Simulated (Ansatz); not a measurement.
A geometry of Ti away from equilibrium: step 19 of the relaxation of a generated cell, Ti built in the AFLOW prototype A_hR12_166_2h (as in B). Level of theory: r2SCAN (plane waves to 500 eV, PAW, scalar-relativistic; Ansatz, an electronic-structure program). Γ-centred k-mesh 5×5×5 on the run's cell (coarser than for final values), Fermi–Dirac smearing 0.05 eV.

```xyz
12
Lattice="2.9184 1.6849 7.8486 -2.9184 1.6849 7.8486 0.0000 -3.3699 7.8486" Properties=species:S:1:pos:R:3:forces:R:3 pbc="T T T" free_energy=-30039.728 pressure_GPa=2.6
Ti    -1.4242     0.8223     5.2061   -0.0025    0.0014   -0.0161
Ti     0.0000    -1.6445     5.2061    0.0000   -0.0028   -0.0161
Ti     1.4242     0.8223     5.2061    0.0025    0.0014   -0.0161
Ti     1.4242    -0.8223    18.3398    0.0025   -0.0014    0.0161
Ti     0.0000     1.6445    18.3398    0.0000    0.0028    0.0161
Ti    -1.4242    -0.8223    18.3398   -0.0025   -0.0014    0.0161
Ti    -1.3123     0.7577     8.6723    0.0015   -0.0008    0.0096
Ti     0.0000    -1.5154     8.6723    0.0000    0.0017    0.0096
Ti     1.3123     0.7577     8.6723   -0.0015   -0.0008    0.0096
Ti     1.3123    -0.7577    14.8735   -0.0015    0.0008   -0.0096
Ti     0.0000     1.5154    14.8735    0.0000   -0.0017   -0.0096
Ti    -1.3123    -0.7577    14.8735    0.0015    0.0008   -0.0096
```

Positions in Å, forces in eV/Å, free energy of the cell in eV (comparable only within this code, potentials and settings). Largest force: 0.02 eV/Å, on Ti1, Ti2, Ti3, Ti4, Ti5, Ti6 (atoms numbered as listed); the geometry lies 0.10 eV/atom above the end of its relaxation.

No spin polarisation in the result.

The run could not lose the symmetry of its start: the end is stationary, and may be a saddle point rather than a minimum.

The end of the path is a generated cell of Ti: the first start was made by placing the elements on the sites of a structure type, and the end was not matched to a known phase here, so it may be hypothetical. Known forms of Ti include space group No. 194.
